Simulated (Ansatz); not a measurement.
Be2C (fluorite or antifluorite type, space group No. 225) at seven volumes, LDA in the plane-wave PAW code Ansatz, scaled uniformly. One row is withheld.

```
V (Å³/atom)  P (GPa)
-----------  -------
5.897          24.06
6.091          14.92
6.286           6.95
6.480           0.00
6.675          -6.09
6.869              ?
7.063         -16.07
```

Question: Fit the shown pressures and predict the withheld one.

Answer: P = (3/2)B₀(x^(7/2) − x^(5/2))[1 + (3/4)(B′ − 4)(x − 1)] with x = (V₀/V)^(2/3). Least squares on the six rows gives V₀ = 6.480 Å³/atom, B₀ = 217 GPa, B′ = 3.48. At V = 6.869, x = 0.9619 and P = -11.43 GPa. The run itself gave -11.41 GPa.

Space group Fm-3m (fluorite or antifluorite type). The LDA relaxation kept the symmetry of its start; phonons on a q-mesh show no instability.

Potentials: the later of the program's two PAW sets.
